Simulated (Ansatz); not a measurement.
A geometry of Ni away from equilibrium: the start of the relaxation of a generated trial cell of Ni in the AFLOW prototype A_aP4_2_aci. Computed with r2SCAN (plane waves to 500 eV, PAW, scalar-relativistic; Ansatz, a first-principles code). Γ-centred k-mesh 13×11×5 on the run's cell (coarser than for final values), Fermi–Dirac smearing 0.05 eV.

```xyz
4
Lattice="2.4084 0.0000 0.0000 0.2411 2.8415 0.0000 0.1049 0.4720 6.3731" Properties=species:S:1:pos:R:3:forces:R:3 pbc="T T T" free_energy=-23380.105 pressure_GPa=3.7
Ni     0.0000     0.0000     0.0000    0.0000    0.0000    0.0000
Ni     0.0524     0.2360     3.1866    0.0000    0.0000    0.0000
Ni     1.2079     1.7476     1.6506    1.2882   -1.5201   -0.0244
Ni     1.5465     1.5659     4.7225   -1.2882    1.5201    0.0244
```

Positions in Å, forces in eV/Å, free energy of the cell in eV (comparable only within this code, potentials and settings). Largest force: 1.99 eV/Å, on Ni3, Ni4 (atoms numbered as listed); the geometry lies 0.27 eV/atom above the end of its relaxation.

Spin-polarised start, with parallel moments on Ni.

Spin state reached: ferromagnetic (net 0.74 μB/atom), from parallel starting moments; other spin orders were not run from this start. r2SCAN tends to overstate moments in metals.

The run could not lose the symmetry of its start; a randomly shaken copy of 2 atoms returns to this structure.
